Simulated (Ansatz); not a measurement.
Relaxed structures of GaSb for which phonons were computed (DFPT at Γ and, for small cells, zone-boundary points). All values below come from PBEsol (plane waves to 420 eV, PAW, scalar-relativistic; Ansatz, a first-principles code).

```csv
structure,"E − E(F-43m, cF8, zinc blende type) (eV/atom)",V (Å³/atom)
"P4/mmm, tP2",0.23,22.38
"P6₃/mmc, hP4",0.24,27.74
"P4/mmm, tP2, AFLOW prototype AB_tP2_123_a_d (L1_0, as in CuAu)",0.24,23.24
"P-6m2, hP2, AFLOW prototype AB_hP2_187_d_a (B_h, as in WC)",0.21,23.97
```

Problem. Which of them are dynamically unstable at the sampled points?

Solution. 
- P4/mmm, tP2: unstable, lowest mode about 65i cm⁻¹
- P6₃/mmc, hP4: nothing beyond 15i cm⁻¹
- P4/mmm, tP2, AFLOW prototype AB_tP2_123_a_d (L1_0, as in CuAu): weakly unstable, which may be the coarse k-mesh's doing, lowest mode about 35i cm⁻¹
- P-6m2, hP2, AFLOW prototype AB_hP2_187_d_a (B_h, as in WC): nothing beyond 15i cm⁻¹

The lowest structure calculated, F-43m, cF8, zinc blende type, is not among these; it lies 0.21 eV/atom below the lowest of them. Probably no minimum, since a slightly shaken restart fell lower: P6₃/mmc, hP4 (by 0.12 eV/atom, to Cmcm). 2 runs with a doubtful electronic state, a coarser numerical grid, an end not at rest or a source that can't be used are left out. Each run could gain symmetry but not lose that of its start, so entries can be saddle points. All of these are generated cells (placed on structure types, drawn at random, substituted or restacked) that were not matched to a known phase here. Energies are at zero temperature and pressure, without zero-point motion. The runs use different k-meshes, so differences are rounded accordingly. No spin polarisation in the result.
